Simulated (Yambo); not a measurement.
```
N
1.0
    4.08406     0.00000     0.00000
    0.00000     4.08406     0.00000
    0.00000     0.00000     5.34591
N
4
Direct
  0.90428   0.90428   0.00000
  0.09572   0.09572   0.00000
  0.59572   0.40428   0.50000
  0.40428   0.59572   0.50000
```

Response from Yambo on PBEsol (Quantum ESPRESSO, PseudoDojo norm-conserving, 84 Ry, scalar-relativistic) bands: 6×6×4 mesh, 60 bands, 4 Ry local-field block, 0.2 eV broadening.

Give the static electronic dielectric constant without and with local fields along each axis.


```csv
field along,"ε(0), independent particles","ε(0), RPA with local fields",refractive index √ε
x,2.07,1.61,1.27
z,1.65,1.48,1.21
```
Electronic (clamped-ion) response only. PBEsol gaps are usually too small, which raises these values. Convergence of the RPA response with its 6×6×4 mesh was not tested. x, y and z are Cartesian axes of the cell as given.

Geometry of the Materials Project entry, not relaxed at this level.

The structure is a Materials Project entry; no match was found in the copy of COD used, and its stability was not checked.

The distance between layers or molecules is the database entry's, not relaxed here. Functionals without dispersion can leave it too large, which widens gaps and weakens the response across layers: the numbers belong to this cell.
